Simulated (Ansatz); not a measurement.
Li: from a starting cell to a relaxed one

The start is a randomly generated symmetric cell of Li (space group No. 12). Cell shape, volume and atoms are optimised at zero target pressure with r2SCAN (plane waves to 500 eV, PAW, scalar-relativistic; Ansatz, a quantum-chemistry and plane-wave program). The first steps use a coarse 9×9×7 k-mesh.

Input geometry:
```
Li
1.0
    2.98949    -2.29989     0.00000
    2.98949     2.29989     0.00000
   -1.72945     0.00000     4.94760
Li
3
Cartesian
  1.49475   1.14994   0.00000
  1.49475  -1.14994   0.00000
  0.00000   0.00000   0.00000
```

```yaml
energy_released: about 1.7 eV/atom
volume_change: +6.6 %, from 22.68 to 24.17 Å³/atom
band_gap_at_the_end: zero (metallic)
optimiser_moves: 28
```

The end point of the relaxation:

Space group Pm-3m (No. 221); a = b = c = 4.170 Å, α = β = γ = 90.00°

| atom | site | symmetry | x | y | z |
|---|---|---|---|---|---|
| Li | 3c | 4/mm.m | 0.0000 | 0.5000 | 0.5000 |

Final values are on a 11×11×11 k-mesh of the relaxed cell. The start holds a very short contact (Li–Li 1.89 Å). No spin polarisation in the result.

The run could not lose the symmetry of its start, so the end can be a saddle point.

All atoms sit on sites fixed by symmetry, so only the cell could relax.

The relaxed structure here is a generated cell of Li: the first start was made by a random draw of sites in a space group, and the end was not matched to a known phase here, so it may be hypothetical. Known forms of Li include space group No. 229.
